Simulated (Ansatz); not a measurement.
Density of states of a InAgSnPbAu cell (elements on a fcc lattice, relaxed), per eV and atom, broadened by Gaussian smearing of width 0.1 eV and averaged over bins of 0.3 eV, from 8 eV under the Fermi level at most up to where the solved bands end.

Method: Ansatz, DFT PBE, scalar-relativistic, plane waves, PAW.

Plane waves to 420 eV, a k mesh through Γ of 5×5×5 on the computed 20-atom cell and Gaussian smearing (0.10 eV); no spin polarisation.

```
Ag In Sn Au Pb
1.0
    -7.04634    4.93735    2.35753
     7.17041    5.19120   -2.49301
    -2.09590   -4.99368   -6.20126
Ag In Sn Au Pb
4 4 4 4 4
Cartesian
  0.2756 -2.0765 -6.3183
  -1.7961 3.2278 -4.0566
  6.5652 5.0564 -2.3913
  -2.1034 7.5571 0.5712
  2.5169 0.0625 -6.2645
  -5.9827 3.8412 -1.1295
  -2.5348 0.0580 -2.1258
  2.2784 4.9826 -2.3233
  -2.0051 -2.8675 -4.4168
  2.6341 2.7029 -4.6634
  0.5243 5.3548 -4.8489
  -1.8770 5.2706 -1.8839
  -4.5116 -0.2120 -4.2515
  -4.2553 2.2622 -2.7214
  -0.7336 7.8498 -1.9462
  -4.2011 5.7544 -0.0487
  -0.1702 2.7408 -6.6249
  0.2003 2.1679 -2.0878
  -2.7181 2.6535 -0.0993
  -1.8847 0.1163 -5.7463
```

```tsv
E − E_F (eV)	total	Ag 4d	Au 5d	Sn 5p	Pb 6p
-7.90	0.217	0.006	0.010	0.019	0.011
-7.60	0.212	0.007	0.012	0.021	0.011
-7.30	0.191	0.008	0.015	0.018	0.012
-7.00	0.306	0.018	0.032	0.022	0.018
-6.70	0.324	0.026	0.044	0.017	0.016
-6.40	0.344	0.034	0.061	0.016	0.019
-6.10	0.396	0.065	0.086	0.015	0.020
-5.80	0.363	0.117	0.090	0.017	0.015
-5.50	0.879	0.405	0.252	0.029	0.027
-5.20	1.761	0.833	0.671	0.054	0.039
-4.90	2.026	1.020	0.743	0.071	0.049
-4.60	1.732	0.842	0.646	0.064	0.056
-4.30	2.038	0.990	0.788	0.059	0.053
-4.00	1.945	0.880	0.829	0.052	0.045
-3.70	1.793	0.609	0.932	0.049	0.053
-3.40	1.046	0.300	0.513	0.038	0.038
-3.10	0.568	0.114	0.230	0.039	0.039
-2.80	0.436	0.060	0.112	0.059	0.055
-2.50	0.414	0.040	0.074	0.077	0.072
-2.20	0.431	0.032	0.060	0.082	0.085
-1.90	0.424	0.026	0.049	0.087	0.091
-1.60	0.436	0.022	0.041	0.096	0.099
-1.30	0.413	0.017	0.033	0.093	0.095
-1.00	0.421	0.016	0.028	0.098	0.098
-0.70	0.447	0.015	0.025	0.106	0.105
-0.40	0.448	0.013	0.024	0.107	0.109
-0.10	0.434	0.011	0.020	0.097	0.103
0.20	0.410	0.010	0.017	0.087	0.103
0.50	0.431	0.009	0.016	0.096	0.102
0.80	0.469	0.009	0.015	0.105	0.110
```

The columns after the total are the largest Löwdin projections on the valence shells of the potentials, so they needn't add up, and the weight of a shell that a potential lacks goes to other orbitals. The cell has no gap on the mesh.

Spin-orbit coupling is left out, which matters for the bands of heavy elements.

Cost: 2 runs of about 26 core-minutes in all (earlier runs that led there not counted), on Intel Xeon 6975P-C (Granite Rapids) (shared hosts).